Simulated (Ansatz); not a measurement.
**Sn$_{4}$Se$_{3}$S (Pmmm) at 2 levels of theory**

One geometry, relaxed with PBE; plane waves with PAW potentials in Ansatz, scalar-relativistic. No spin polarisation. Gaps are the least over mesh and band path; pressure is positive in compression.

```
CELL_PARAMETERS angstrom
4.24623 0.00000 0.00000
0.00000 6.01417 0.00000
0.00000 0.00000 8.49632
ATOMIC_POSITIONS crystal
Sn 0.00000 0.00000 0.00000
Sn 0.50000 0.50000 0.24176
Sn 0.00000 0.00000 0.50000
Sn 0.50000 0.50000 0.75824
Se 0.50000 0.00000 0.24919
Se 0.00000 0.50000 0.50000
Se 0.50000 0.00000 0.75081
S 0.00000 0.50000 0.00000
```

| level | cutoff (eV) | k mesh | gap (eV) | pressure (GPa) |
| --- | --- | --- | --- | --- |
| PBE | 420 | 8×6×4 | 0.01 | 0.0 |

Task: What comes out on the same cell with r2SCAN?

Result:
```tsv
level	cutoff (eV)	k mesh	gap (eV)	pressure (GPa)
r2SCAN	500	8×6×4	0	-1.1
```

The smearing is narrow for a metal on this mesh.

The structure comes from a generated guess; another structure or a mixture of phases may lie lower.
